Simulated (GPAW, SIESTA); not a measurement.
This is a calculation of ScAlN2 for GPAW 26.7.0 (ASE script). The cell comes from a database or a generator and needn't be the stable form of this composition.

The input run.py:

```python
from ase import Atoms
from ase.dft.bandgap import bandgap
from ase.io import write
from ase.units import GPa
from gpaw import GPAW, PW, setup_paths

setup_paths.insert(0, '.')

atoms = Atoms(['Sc', 'Sc', 'Al', 'Al', 'N', 'N', 'N', 'N'],
              cell=[[-2.199484, 2.199484, 4.1986215],
                    [2.199484, -2.199484, 4.1986215],
                    [2.199484, 2.199484, -4.1986215]],
              scaled_positions=[[0.0, 0.0, 0.0],
                                [0.75, 0.25, 0.5],
                                [0.5, 0.5, 0.0],
                                [0.25, 0.75, 0.5],
                                [0.737514, 0.737514, 0.0],
                                [0.012486, 0.512486, 0.5],
                                [0.262486, 0.262486, 0.0],
                                [0.487514, 0.987514, 0.5]],
              pbc=True)

calc = GPAW(mode=PW(800),
            xc='PBEsol',
            kpts={'size': (9, 9, 9), 'gamma': True},
            occupations={'name': 'fermi-dirac', 'width': 0.05},
            nbands=45,
            convergence={'density': 1e-05, 'energy': 1e-05},
            maxiter=150,
            txt='gpaw.txt')
atoms.calc = calc
energy = atoms.get_potential_energy()
forces = atoms.get_forces()
stress = atoms.get_stress()
calc.write('gs.gpw')
write('result.traj', atoms)
print(f'Energy: {energy:.6f} eV')
print('Forces (eV/A):')
print(forces.round(4))
print('Stress (GPa):', (stress / GPa).round(3))
print('Fermi level:', round(calc.get_fermi_level(), 4), 'eV')
print(f'Gap: {bandgap(calc)[0]:.4f} eV, direct: {bandgap(calc, direct=True)[0]:.4f} eV')
```

Potentials or basis: PAW data sets generated in the run's folder for this functional, pw.

The run is started by

```sh
$ gpaw-setup -f PBEsol Al N Sc
$ OMP_NUM_THREADS=1 python run.py
```

**Question.** Set up the same calculation for SIESTA 5.4.2. Potentials or basis there: files PseudoDojo sr-pbesol-0.4.1-standard, DZP (energy shift 0.003 Ry; two zetas on semicore shells).

**Answer.** As run (cutoffs and basis follow the program's own potentials, and thresholds, step limits or extra output files can differ):

ScAlN2.fdf

```
SystemName                      ScAlN2
SystemLabel                     ScAlN2
NumberOfSpecies                 3
NumberOfAtoms                   8
%block ChemicalSpeciesLabel
  1  21 Sc
  2  13 Al
  3   7 N
%endblock ChemicalSpeciesLabel

LatticeConstant                 1.0 Ang
%block LatticeVectors
    -2.1994840000     2.1994840000     4.1986215000
     2.1994840000    -2.1994840000     4.1986215000
     2.1994840000     2.1994840000    -4.1986215000
%endblock LatticeVectors
AtomicCoordinatesFormat         Fractional
%block AtomicCoordinatesAndAtomicSpecies
     0.0000000000     0.0000000000     0.0000000000  1  Sc
     0.7500000000     0.2500000000     0.5000000000  1  Sc
     0.5000000000     0.5000000000     0.0000000000  2  Al
     0.2500000000     0.7500000000     0.5000000000  2  Al
     0.7375140000     0.7375140000     0.0000000000  3  N
     0.0124860000     0.5124860000     0.5000000000  3  N
     0.2624860000     0.2624860000     0.0000000000  3  N
     0.4875140000     0.9875140000     0.5000000000  3  N
%endblock AtomicCoordinatesAndAtomicSpecies

%block kgrid.MonkhorstPack
    9   0   0  0.0
    0   9   0  0.0
    0   0   9  0.0
%endblock kgrid.MonkhorstPack
XC.Functional                   GGA
XC.Authors                      PBEsol
PAO.BasisSize                   DZP
PAO.EnergyShift                 0.003 Ry
Mesh.Cutoff                     800 Ry
OccupationFunction              FD
ElectronicTemperature           0.05 eV
MaxSCFIterations                120
SCF.MustConverge                false
SCF.Mixer.Method                Pulay
SCF.Mixer.Weight                0.25
SCF.Mixer.History               8
SCF.DM.Tolerance                5.0e-05
SCF.H.Tolerance                 1.0e-03 eV
WriteForces                     true
Charge.Mulliken                 end
%block PAO.Basis
  Sc 5
  n=3 0 2
    3.333 0.000
  n=4 0 2
    9.113 0.000
  n=3 1 2
    3.797 0.000
  n=4 1 1
    9.113
  n=3 2 2
    6.982 0.000
%endblock PAO.Basis
```

Potentials or basis: PseudoDojo 0.4 standard (PBEsol files), converted to PSML, two zetas on semicore shells, DZP (energy shift 0.003 Ry; two zetas on semicore shells).

Run with:

```sh
$ siesta ScAlN2.fdf > ScAlN2.out 2>&1
```

Both were run:

|  | GPAW | SIESTA |
| --- | --- | --- |
| Pressure | -6.0 GPa | -4.4 GPa |
| Largest force | 0.159 eV/Å | 0.182 eV/Å |

Pressure is positive in compression.
